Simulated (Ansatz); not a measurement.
**Calculated with Ansatz: WSe2, settings compared**

Input:

```yaml
crystal:
  lattice:
    - [3.299098, 0.0, 0.0]
    - [-1.649549, 2.857108, 0.0]
    - [0.0, 0.0, 13.027518]
  atoms:
    - { symbol: W, position: [0.33333, 0.66667, 0.25] }
    - { symbol: W, position: [0.66666, 0.33333, 0.75] }
    - { symbol: Se, position: [0.33333, 0.66667, 0.6211] }
    - { symbol: Se, position: [0.66666, 0.33333, 0.1211] }
    - { symbol: Se, position: [0.33333, 0.66667, 0.8789] }
    - { symbol: Se, position: [0.66667, 0.33334, 0.3789] }
  symmetry: { tolerance: 0.0003 }
kpoints:
  mp_grid: { grid: [6, 6, 2], shift: [0, 0, 0] }
magnetization:
  spin_polarized: false
scf:
  occupations: { method: fermi_dirac, width: 0.0101 }
hamiltonian:
  pseudopotentials: { kind: paw }
  xc: pbe
basis:
  ecutwfc: 420
output:
  forces: true
  stress: true
  eigenvalues: true
```

The command:

```bash
ansatz run input.yaml --threads 1 --pin off --max-ram 2560MiB --backend cpu --events-out ev --progress --plain --runs-dir out
```

Origin of the cell: a database entry, scaled a little.

Output of this run (shortened):

```
Warning: the atoms were moved onto the symmetric positions of the space group found under crystal.symmetry.tolerance 3.0e-4 (fractional; no operation is sought that the atoms, as they stand i […]
Pseudopotentials: kind: paw
Pseudopotential: W, paw, valence charge 14, recommended cutoff 420 eV (normal), W.paw.azcp
Pseudopotential: Se, paw, valence charge 16, recommended cutoff 420 eV (normal), Se.paw.azcp
Functional definition: PBE
  exchange = pbe_x(kappa = kappa, mu = beta*pi^2/3)
  correlation = pbe_c(beta = beta)
Crystal: 6 atoms, lattice volume = 122.796 Å³
Basis set: ecut = 420 eV, 2443 PW (Γ), exchange–correlation on 48×48×180 points (8 copies of the dense FFT grid, shifted against one another)
Bands: 56, of which v1, the nominal top of the filled ones, is band 46 counted from 1 (45 counted from 0)
Symmetry: 24 space group operations
Space group: P63/mmc (ITA 194), of the structure as read, at distance tolerance 1.5e-3 Å
[… 5 lines left out …]
Initial density: superposition of atomic densities (neutral atoms: chi_scale 0, normalization atom), corrected by the library's trained network
Functional: x = pbe(κ = 0.804, μ = 0.219515), c = pbe(β = 0.066725)
SCF iter   1: F=—  HF=-42649.216318 eV  Δρ=4.31e-3  dr2=5.42e-3  defer=1
SCF iter   2: F=—  HF=-42649.225058 eV  Δρ=2.50e-3  dr2=1.83e-3  defer=38
SCF iter   3: F=—  HF=-42649.229397 eV  Δρ=3.97e-4  dr2=4.75e-4  defer=10
SCF iter   4: F=—  HF=-42649.229322 eV  Δρ=9.18e-5  dr2=5.41e-6  defer=10
SCF iter   5: F=—  HF=-42649.229292 eV  Δρ=3.42e-5  dr2=7.54e-7  defer=10
SCF iter   6: F=—  HF=-42649.229294 eV  Δρ=7.54e-6  dr2=1.13e-7  defer=10
SCF iter   7: F=-42649.229294 eV  HF=-42649.229294 eV  Δρ=2.99e-6  dr2=1.62e-8
SCF 1 converged in 7 iterations: F = -42649.229294 eV  dr2 = 1.62e-8
SCF converged after 7 iterations
Free energy (F): -42649.229294 eV
Harris-Foulkes:  -42649.229294 eV  (|F-HF|=7.06e-9)
Internal energy: -42649.229294 eV  (E = F + TS)
E sigma→0 (E₀):  -42649.229294 eV
Fermi energy:    13.248468 eV
--- Per-component energies (eV) ---
  E_band       = -1698.282729
  E_kinetic    = 1378.077865
  E_local      = -11488.389304  (includes V_loc(G=0)·N_el)
  E_nonlocal   = -2379.660438
  E_hartree    = 5520.402682
  E_xc         = -952.672479
  E_vxc        = -873.068560  (∫ρ·V_xc dr)
  E_paw        = -24771.166720  (= ΣΔE_a)
  E_vpaw       = 623.955641  (= ΣTr[D̂ρ^β])
  E_aug_tail   = -0.002484  (compensation charges beyond the density's cutoff)
  E_ewald      = -9955.818415
  E_smearing   = -0.000000  (= −TS)
  Σ components = -42649.229294   (vs F -42649.229294, Δ=0.00e0)
--- Forces (eV/Å), atoms counted from 1 ---
  atom   1  W     -0.000000     0.000000     0.000000
  atom   2  W     -0.000000    -0.000000     0.000000
  atom   3  Se     0.000000     0.000000    -0.013738
  atom   4  Se    -0.000000    -0.000000    -0.013738
  atom   5  Se     0.000000     0.000000     0.013738
  atom   6  Se    -0.000000    -0.000000     0.013738
  max |Σ_I F_I| component: 1.39e-17 eV/Å
--- Stress (GPa, compression-positive) ---
        2.162462       0.000000       0.000000
       -0.000000       2.162462       0.000000
        0.000000       0.000000       2.757594
  P = ⅓ Tr σ = 2.3608 GPa (23.608 kbar)
```

The same input was run again with these changes:

1. `magnetization` { spin_polarized: false } → { spin_polarized: true } (starts: flip); typed moments: none
2. `hamiltonian.pseudopotentials` { kind: paw } → { kind: nc, accuracy: standard }; `basis.ecutrho_ratio` default → 6
3. `kpoints.mp_grid.shift` [0, 0, 0] → [0.5, 0.5, 0.5]
4. `kpoints.mp_grid.grid` [6, 6, 2] → [3, 3, 1]; `hamiltonian.xc` pbe → revpbe; `crystal.symmetry` { tolerance: 0.0003 } → { detect: false }

| run | end | SCF iterations | P (GPa) | max force component (eV/Å) | moment (μB) | ΔE(σ→0) (meV/atom) |
| --- | --- | --- | --- | --- | --- | --- |
| base | converged | 7 | 2.36 | 0.014 | – | 0 |
| 1 | converged | 13 | 2.36 | 0.014 | 0.00 | 0.00 |
| 2 | converged | 10 | -10.42 | 0.279 | – | – |
| 3 | converged | 6 | 2.36 | 0.010 | – | -0.74 |
| 4 | converged | 9 | 4.31 | 0.210 | – | – |

Energies are compared only where functional, datasets, charge and starting cell are the same.

Not properties of the system: run 4 (too coarse or loose: `kpoints.mp_grid.grid` = [3, 3, 1]).

Caveats of the base run: no spin-orbit coupling, though heavy elements are present.

Run 1: spin is on but no moment was typed.
Run 2: the cutoff lies below the datasets' advice.
Run 3: the k mesh keeps only part of the crystal's symmetry.
Run 4: forces of this functional can be a tenth off on datasets made under PBE.

The base run ran for 7 s on 1 thread of Intel(R) Xeon(R) Platinum 8488C (Sapphire Rapids), on a shared host, peak memory 0.44 GiB, from the program's own first density.
